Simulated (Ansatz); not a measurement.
Here is the system:

Ge₂W:
Space group I4/mcm (No. 140); a = 6.212 Å, b = 6.212 Å, c = 5.275 Å, α = 90.00°, β = 90.00°, γ = 90.00°

```csv
atom,site,symmetry,x,y,z
Ge,8h,m.2m,0.3559,0.1441,0.0000
W,4a,422,0.0000,0.0000,0.2500
```
(The calculation used a cell of 6 atoms; values per cell refer to that cell.)

This is the PBE-relaxed structure.

Question: All from plane-wave PAW PBE (Ansatz code), unless another level is named. Give the electronic character.

Answer: metallic (no gap).

Question: Predict the density of states at the Fermi level.

Answer: 0.21 states/eV per atom (mean over ±0.08 eV).

Question: Predict the formation energy from the elements (no fitted shifts).

Answer: 0.12 eV/atom.

A made-up cell: these elements were put on the sites of a structure type; neither database checked (COD, Materials Project) lists it. COD files the formula under space group No. 139, so this cell is another polymorph or a model. Whether it is the stable phase at ambient conditions was not checked. The cell was relaxed with PBE under the symmetry of its start; whether a distortion lowers the energy is not shown. No spin polarisation was allowed. The references are the lowest solids computed at this level, not always the standard phases. Spin–orbit coupling is left out wherever it is not named.

Potentials: the later of the program's two PAW sets.
